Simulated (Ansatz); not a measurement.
Relaxation of a relaxed CoSi2 cell, doubled along one cell vector, shaken by Gaussian noise of σ = 0.08 Å a coordinate; 12 atoms in the cell, which starts as P1 (No. 1), aP12; a = 3.401 Å, b = 6.262 Å, c = 6.802 Å, α = β = γ = 90.00°. The numbers are results of PBEsol (plane waves to 420 eV, PAW, scalar-relativistic; Ansatz, a first-principles code), not measurements. Γ-centred k-mesh 4×7×4 on the run's cell (coarser than for final values), Fermi–Dirac smearing 0.05 eV. This is the first round of the run. 

The optimiser's lines from the output (shortened; P is positive under compression):

```
relax step   1: F+E_penalty+E_count = -25347.27380766 eV  Δ(F+E_penalty+E_count) = +0.000e0 eV  max|allowed force component| = 2.316e0 eV/Å  Δτ_max = 0.0000 Å  P = +3.260 GPa  Ω = 144.842 Å³  (10 SCF iters, dr2 threshold 1.00e-7 eV, accepted)
relax step   2: F+E_penalty+E_count = -25347.86459151 eV  Δ(F+E_penalty+E_count) = -5.908e-1 eV  max|allowed force component| = 1.165e0 eV/Å  Δτ_max = 0.0777 Å  P = +1.605 GPa  Ω = 144.370 Å³  (7 SCF iters, dr2 threshold 1.20e-6 eV, accepted)
relax step   3: F+E_penalty+E_count = -25348.12609061 eV  Δ(F+E_penalty+E_count) = -2.615e-1 eV  max|allowed force component| = 2.513e-2 eV/Å  Δτ_max = 0.0885 Å  P = -0.567 GPa  Ω = 145.249 Å³  (7 SCF iters, dr2 threshold 1.20e-6 eV, accepted)
relax step   4: F+E_penalty+E_count = -25348.12748770 eV  Δ(F+E_penalty+E_count) = -1.397e-3 eV  max|allowed force component| = 2.479e-3 eV/Å  Δτ_max = 0.0080 Å  P = +0.097 GPa  Ω = 144.732 Å³  (6 SCF iters, dr2 threshold 1.20e-6 eV, accepted)
relax step   5: F+E_penalty+E_count = -25348.12749945 eV  Δ(F+E_penalty+E_count) = -1.175e-5 eV  max|allowed force component| = 9.904e-4 eV/Å  Δτ_max = 0.0008 Å  P = +0.001 GPa  Ω = 144.811 Å³  (6 SCF iters, dr2 threshold 3.80e-8 eV, accepted)
relax step   6: F+E_penalty+E_count = -25348.12749400 eV  Δ(F+E_penalty+E_count) = +5.445e-6 eV  max|allowed force component| = 9.872e-4 eV/Å  Δτ_max = 0.0000 Å  P = -0.000 GPa  Ω = 144.811 Å³  stress off target by 1.16e-2 GPa  SCF on the basis re-selected at this cell (its energy is not comparable with the rows above)  (9 SCF iters)
```

From the first to the last row the energy changes by -0.07 eV/atom and the volume by 0.0 %. The last row is marked as not comparable with the walk above it, whose basis was carried along; it does compare with step 1, since both stand on a basis selected at the nominal cutoff for their own cell.

Later rounds, restarted from the end of this one on a renewed k-mesh, logged 5 more steps and released under 0.01 eV/atom more. The final structure after all rounds: P4/nmm, origin choice 1 (No. 129), tP6; a = 3.4009 Å, b = 3.4009 Å, c = 6.2616 Å, α = 90.00°, β = 90.00°, γ = 90.00°. No spin polarisation in the result. A magnetic state may lie lower.

The relaxed structure here is a generated cell of CoSi2: the first start was made by placing the elements on the sites of a structure type, and the end was not matched to a known phase here, so it may be hypothetical. Known forms of CoSi2 include space group No. 225.
